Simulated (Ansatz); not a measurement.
Sheets of one type (MA2Z4 (octahedral core, outer Z over the far inner Z)-type), r²SCAN+D4 in the plane-wave PAW code Ansatz; HSE06 gaps on those cells.

| layer | a (Å) | thickness (Å) |
|---|---|---|
| ScAs4Ge2 | 3.794 | 10.08 |
| TiAs4Si2 | 3.673 | 9.63 |
| HfAs4Ge2 | 3.826 | 9.94 |
| TiGe2N4 | 3.041 | 7.04 |
| TiAs4Ge2 | ? | ? |

Task: What belongs in the gaps?

Result: 
- TiAs4Ge2, a (Å): 3.750
- TiAs4Ge2, thickness (Å): 9.81

Began spin-polarised and lost the moments: ScAs4Ge2, MA2Z4 (octahedral core, outer Z over the far inner Z)-type layer. All cells were relaxed under the symmetry of their starts (and spin orders); stability against distortions was not tested throughout. Rows with no word on spin ran without spin polarisation. Scalar-relativistic: spin–orbit coupling is off unless named, which matters more the heavier the elements. Constructed layers (a layer type filled with these elements): ScAs4Ge2, MA2Z4 (octahedral core, outer Z over the far inner Z)-type layer; TiAs4Si2, MA2Z4 (octahedral core, outer Z over the far inner Z)-type layer; HfAs4Ge2, MA2Z4 (octahedral core, outer Z over the far inner Z)-type layer; TiGe2N4, MA2Z4 (octahedral core, outer Z over the far inner Z)-type layer; TiAs4Ge2, MA2Z4 (octahedral core, outer Z over the far inner Z)-type layer.

Potentials: the later of the program's two PAW sets.
